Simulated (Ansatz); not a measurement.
Given:

ZnCu2GeS4:
```
ZnCu2GeS4
1.0
   -2.63352     2.63352     5.24167
    2.63352    -2.63352     5.24167
    2.63352     2.63352    -5.24167
Cu Zn Ge S
2 1 1 4
Direct
  0.00000   0.00000   0.00000
  0.75000   0.25000   0.50000
  0.25000   0.75000   0.50000
  0.50000   0.50000   0.00000
  0.63044   0.62067   0.49846
  0.12222   0.13199   0.50154
  0.37933   0.87778   0.00977
  0.86801   0.36956   0.99023
```

This is the PBEsol-relaxed structure.

Q: All from plane-wave PAW PBEsol (Ansatz code), unless another level is named. Predict the electronic dielectric constant ε∞ (DFPT).

A: 10.2 (xx = yy), 10.2 (zz).

Q: And the Born charges (a third of the trace)?

A: Cu +0.63 to +0.64, Zn +2.06, Ge +2.98, S -1.58 e.

Q: Next, the Bader charges?

A: Cu +0.46 to +0.47, Zn +0.84, Ge +1.23, S -0.75 e.

Space group I-4. The cell was relaxed with PBEsol under the symmetry of its start. The run is not spin-polarised. Spin–orbit coupling is left out wherever it is not named.

Potentials: the later of the program's two PAW sets.
